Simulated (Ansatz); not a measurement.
Ga:
Space group Cmce (No. 64); a = 4.580 Å, b = 7.743 Å, c = 4.583 Å, α = 90.00°, β = 90.00°, γ = 90.00°

| atom | site | symmetry | x | y | z |
|---|---|---|---|---|---|
| Ga | 8f | m.. | 0.0000 | 0.3437 | 0.4177 |
(The calculation used a cell of 4 atoms; values per cell refer to that cell.)

Relaxed at zero pressure with PBE (plane waves, PAW; program Ansatz).

### Question
The volume is raised by 9 % and shape and atoms relax at that volume. What pressure results, and how do the axes share the change?

### Answer
-3.3 GPa; a 3.1 %, b 2.5 %, c 3.1 %; the energy rises by 21 meV/atom.

### Question
Give the new structure.

### Answer

Space group Cmce (No. 64); a = 4.7234 Å, b = 7.9362 Å, c = 4.7266 Å, α = β = γ = 90.00°

```tsv
atom	site	symmetry	x	y	z
Ga	8f	m..	0.0000	0.3425	0.4183
```

The phase is kept; no other phase was compared at this pressure.

Symmetry was held in the PBE relaxation. Axis ratios of metals converge slowly with the k-mesh, so a and c are less sure than the volume.

Potentials: the later of the program's two PAW sets.
